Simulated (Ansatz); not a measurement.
Values for one crystal, relaxed and computed with DFT-r²SCAN in the program Ansatz with PAW potentials; other levels are named.

* **Volume per atom**: 16.17 Å³
* **Electronic character**: metallic (no gap)
* **Zone-centre stability**: no imaginary mode at Γ
* **Highest zone-centre frequency**: 48.5 meV
* **Density of states at the Fermi level**: 0.71 states/eV per atom (mean over ±0.08 eV)
* **Formation energy from the elements (no fitted shifts)**: -303 meV/atom

Which compound is it?
A) ZrSiO, P4/nmm (Zr on 2c, Si on 2a, O on 2c)
B) Ti5Si, R32 (Ti on 6c, Ti on 9d, Si on 3b)
C) Ti7S12, P-1 (Pearson symbol aP38)
D) TiSi2, Cmcm (Si on 4c, Si on 4c, Ti on 4c)

B, Ti5Si, R32 (Ti on 6c, Ti on 9d, Si on 3b)

The first step of the workflow began from a Materials Project structure, measured or hypothetical; the Crystallography Open Database copy checked does not list it. Whether it is the stable phase at ambient conditions was not checked. Symmetry was held in the r²SCAN relaxation. The run is not spin-polarised. The references are the lowest solids computed at this level, not always the standard phases.

Potentials: the later of the program's two PAW sets.
